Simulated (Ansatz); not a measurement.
Here is the system:

LaB$_{2}$:
```yaml
crystal:
  lattice:
    - [-2.01959, 2.01959, 3.49035]
    - [2.01959, -2.01959, 3.49035]
    - [2.01959, 2.01959, -3.49035]
  atoms:
    - { symbol: La, position: [0.00000, 0.00000, 0.00000] }
    - { symbol: B, position: [0.38954, 0.38954, 0.00000] }
    - { symbol: B, position: [0.61046, 0.61046, 0.00000] }
```

This is the PBE-relaxed structure.

### Question
All from plane-wave PAW PBE (Ansatz code), unless another level is named. Estimate the electronic character.

### Answer
metallic (no gap).

### Question
Next, the formation energy from the elements (no fitted shifts)?

### Answer
0.48 eV/atom.

### Question
Give the density of states at the Fermi level.

### Answer
0.53 states/eV per atom (mean over ±0.08 eV).

### Question
Give the gap with spin–orbit coupling.

### Answer
none (metallic).

Space group I4/mmm (MoSi2 or CaC2 type). The start of the workflow was typed in or built on a structure type; neither database checked (COD, Materials Project) lists it. Its standing as an ambient phase is unchecked. The PBE relaxation kept the symmetry of its start; its stability against distortions is not shown here. Its formation energy is positive at this level, so the cell may be metastable or incomplete. The references are the lowest solids computed at this level, not always the standard phases. Spin–orbit coupling is left out wherever it is not named.

Potentials: the earlier of the program's two PAW sets.
